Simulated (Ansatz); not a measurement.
Equation of state of LiCu2P2

A database entry relaxed whole under r2SCAN (I4/mmm):

```
Li Cu P
1.0
    -1.92811    1.92811    4.75562
     1.92811   -1.92811    4.75562
     1.92811    1.92811   -4.75562
Li Cu P
1 2 2
Direct
  0.00000 0.00000 0.00000
  0.75000 0.25000 0.50000
  0.25000 0.75000 0.50000
  0.38732 0.38732 0.00000
  0.61268 0.61268 0.00000
```

The cell was scaled uniformly, its shape held, and the atoms relaxed at each volume with plane-wave PAW DFT (Ansatz 0.2.0; r2SCAN, 500 eV, 11×11×11 Γ-centred mesh, fermi-dirac occupations of width 0.100 eV; no spin, no spin-orbit coupling). One row is withheld.

```tsv
volume (Å³/atom)	energy over the lowest (meV/atom)	pressure (GPa)
13.295	17.3	7.13
13.578	?	?
13.861	1.6	2.05
14.144	0.0	-0.10
14.426	2.0	-2.01
14.709	7.1	-3.71
14.992	15.2	-5.23
```

Problem. Fit the pressures of the other rows to the third-order Birch-Murnaghan form.

Solution. With f = [(V₀/V)^(2/3) − 1]/2 and P = 3B₀f(1 + 2f)^(5/2)[1 + 3(B₀′ − 4)f/2], least squares gives V₀ = 14.13 Å³ an atom, B₀ = 101 GPa and B₀′ = 4.7; the rows miss the fit by less than 0.01 GPa. The slope of the energies differs from these pressures by 0.06 GPa, since they are taken to zero smearing while pressures follow the free energy.

Problem. What does the withheld row hold?

Solution. The fit gives 4.44 GPa at 13.578 Å³; the run gave 4.44 GPa and 7.2 meV an atom.

Caveats: the shape of the cell was held, so B₀ is an upper bound where the axes differ in stiffness; 0 K, fixed nuclei; the symmetry was kept, and this need not be the phase that is stable at 0 K; one mesh for all volumes; pressure is positive in compression.
